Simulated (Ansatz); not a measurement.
TlBr (CsCl type, Pm-3m), plane-wave PAW PBE+D3(BJ) (Ansatz code): ε∞ = 6.04, cell volume 63.05 Å³. Infrared-active transverse modes:

```csv
ω_TO (cm⁻¹),oscillator strength S_xx (e²/amu)
37.6,0.07740
```

Task: Compute the static dielectric constant.

Result: Each mode adds (4.921e7/V) S/ω²: 42.73. So ε0 = 48.8.

Task: What LO frequency does the Lyddane–Sachs–Teller relation give?

Result: ω_LO = ω_TO √(ε0/ε∞) = 107 cm⁻¹.

Symmetry was held in the PBE+D3(BJ) relaxation; phonons on a q-mesh show no instability. Scalar-relativistic: spin–orbit coupling is off unless named, which matters more the heavier the elements.

Potentials: the later of the program's two PAW sets.
